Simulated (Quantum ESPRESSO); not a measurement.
Field gradients of ZrO2 from a PBE PAW density (pw.x of a modified build of Quantum ESPRESSO, JTH datasets) with the all-electron reconstruction of Petrilli and co-workers. The input of pw.x:

```
&CONTROL
  calculation = 'scf'
  prefix = 'x'
  pseudo_dir = './pseudo'
  outdir = './out'
  tprnfor = .true.
/
&SYSTEM
  ibrav = 0
  nat = 6
  ntyp = 2
  ecutwfc = 45
  ecutrho = 180
  occupations = 'fixed'
  nbnd = 28
/
&ELECTRONS
  conv_thr = 1e-11
/
ATOMIC_SPECIES
Zr 91.224 Zr.GGA_PBE-JTH.UPF
O 15.999 O.GGA_PBE-JTH.UPF
CELL_PARAMETERS angstrom
    3.564168300000     0.000000000000     0.000000000000
    0.000000000000     3.564168300000     0.000000000000
    0.000000000000     0.000000000000     5.329663200000
ATOMIC_POSITIONS crystal
Zr     0.000000000000     0.000000000000     0.000000000000
Zr     0.500000000000     0.500000000000     0.500000000000
O      0.000000000000     0.500000000000     0.306104584700
O      0.000000000000     0.500000000000     0.806104584700
O      0.500000000000     0.000000000000     0.193895415300
O      0.500000000000     0.000000000000     0.693895415300
K_POINTS automatic
6 6 5 0 0 0
```
The cell was made here from a computed Materials Project entry: strained by +2 % along the unique axis and by -1 % across it, atoms relaxed (PBE without dispersion, pw.x of Quantum ESPRESSO, symmetry kept). The parent is ZrO2 in P4₂/nmc. Stability against distortions was not tested. The run has no spin polarisation.

Vzz is the sum of three terms, each taken along its main axis: the smooth valence density, the ions (nucleus and frozen core) with the augmentation charges of all other spheres, and the all-electron minus smooth density in the atom's own sphere. The split hangs on the datasets.  Cores are frozen. Against all-electron runs on small test molecules, this scheme's |Vzz| missed by −2 to +6 % on O. Zr had no test against all-electron runs.

```
site                  smooth valence density  ions and other spheres  own sphere  Vzz (a.u.)
--------------------  ----------------------  ----------------------  ----------  ----------
Zr (atoms 1, 2)                        0.018                  -0.020           …           …
O (atoms 3, 4, 5, 6)                  -0.247                   0.240           …           …
```

Problem. Fill in the missing entries.

Solution. 
- Zr (atoms 1, 2), own sphere: 0.572
- Zr (atoms 1, 2), Vzz (a.u.): 0.569
- O (atoms 3, 4, 5, 6), own sphere: -0.075
- O (atoms 3, 4, 5, 6), Vzz (a.u.): -0.082
